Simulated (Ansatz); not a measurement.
The cell is a 4-atom cell of P (Cmce) from a materials database; cell and atoms were relaxed with r2SCAN+rVV10. P has 3 P at 2.21–2.25 Å.

Space group Cmce (No. 64). a = 3.304 Å, b = 10.687 Å, c = 4.465 Å, α = 90.00°, β = 90.00°, γ = 90.00°

| atom | site | symmetry | x | y | z |
| --- | --- | --- | --- | --- | --- |
| P | 8f | m.. | 0.0000 | 0.5991 | 0.9150 |

The questions ask for values computed with the plane-wave code Ansatz on this geometry. (Simulation; spin polarisation is off.)

Given (8×8×6 mesh): With PBE the gap closes, the bands meeting at Γ–Y (0.90 of the way from Γ).

(1) How does the gap change from PBE to r2SCAN (8×8×6)?

(2) How does the gap change from PBE to PBE0 (6×6×4)?

(3) How do these values compare with experiment?

Results:

(1) With r2SCAN the gap is 0.01 eV and direct, at Y. (This is within a few times the smearing of 0.02 eV, so the filling near the edges can be smeared.)

(2) With PBE0 the gap is 1.06 eV and direct, at Y.

(3)
Set against measured values:
- Gap, measured 0.3 eV (optical), the middle of 3 reports from 0.28 to 0.33 eV: PBE no gap, r2SCAN 0.01 (-0.29, or more if the bands are inverted), PBE0 1.06 (+0.76) eV. Source: about 0.3 eV (optical gap from infrared absorption edge; 300 K; polarization-resolved infrared absorption; absorption edge summarised from multiple spectra on exfoliated flakes thicker than 30 nm; “Black Arsenic-Phosphorus: Layered Anisotropic Infrared Semiconductors with Highly Tunable Compositions and Properties”, 2015, arxiv:1505.07061).
- An end of the range of reports. Source: about 0.33 eV (direct optical gap from FTIR; 300 K; FTIR spectroscopy; Gap read from steady-state FTIR absorption edge at room temperature; the extraction method is not given in the passage; “Anomalous non-equilibrium response in black phosphorus to sub-gap mid-infrared excitation”, 2022, pmc:9106664).
Measured gaps include zero-point and thermal shifts, optical ones also the exciton binding, and spin-orbit coupling, which these levels lack. Reports marked as nanostructured, strained, doped, implanted or mixed samples, and transport gaps, were set aside.

The meshes of the hybrids are coarse, so their gaps aren't converged to the digits shown.

Gaps under 0.1 eV (r2SCAN) can't be told from a closed one: the bands may be in normal order or already inverted, which a gap's size doesn't show.
